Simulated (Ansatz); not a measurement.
Input:

MoP:
```yaml
crystal:
  lattice:
    - [3.19145, 0.00000, 0.00000]
    - [-1.59572, 2.76388, 0.00000]
    - [0.00000, 0.00000, 3.15680]
  atoms:
    - { symbol: Mo, position: [0.00000, 0.00000, 0.00000] }
    - { symbol: P, position: [0.33333, 0.66667, 0.50000] }
```

This is the LDA-relaxed structure. Tensor components refer to the Cartesian frame of this cell.

Question: All from LDA in the plane-wave PAW code Ansatz, unless another level is named. Give the Debye temperature from the elastic constants.

Answer: 610 K.

Question: Next, the elastic constants (relaxed ions, GPa)?

Answer: C11 = 377, C12 = 138, C13 = 174, C33 = 533, C44 = 190.

Space group P-6m2. The LDA relaxation kept the symmetry of its start. The run is not spin-polarised. As this level gives no gap, shear constants depend on the k-mesh and smearing (Fermi–Dirac, 0.1 eV here).

Potentials: the earlier of the program's two PAW sets. The files were generated under PBE; for other functionals the program regenerates the frozen cores, and for LDA and PBEsol the local potential too.
